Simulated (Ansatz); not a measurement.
Data:

Hf$_{2}$N:
```
CELL_PARAMETERS angstrom
      5.25259     0.00000     0.00000
      0.00000     5.25259     0.00000
      0.00000     0.00000     3.19974
ATOMIC_POSITIONS crystal
  Hf 0.29541 0.29541 0.00000
  Hf 0.70459 0.70459 0.00000
  Hf 0.20459 0.79541 0.50000
  Hf 0.79541 0.20459 0.50000
  N  0.00000 0.00000 0.00000
  N  0.50000 0.50000 0.50000
```

This is the LDA-relaxed structure.

Task: All from plane-wave PAW LDA (Ansatz code), unless another level is named. Give the bulk modulus (Birch–Murnaghan fit).

Result: 217 GPa.

Task: Next, the highest zone-centre frequency?

Result: 588 cm⁻¹.

Space group P4_2/mnm (anti-rutile). The first step of the workflow began from a Materials Project structure, measured or hypothetical; the Crystallography Open Database copy checked does not list it. Whether it is the stable phase at ambient conditions was not checked. The cell was relaxed with LDA under the symmetry of its start; of distortions, only those at the zone centre were tested. No spin polarisation was allowed. As this level gives no gap, phonon frequencies hold no LO–TO term and depend on the k-mesh and smearing (Fermi–Dirac, 0.1 eV here). Spin–orbit coupling is left out wherever it is not named.

Potentials: the later of the program's two PAW sets.
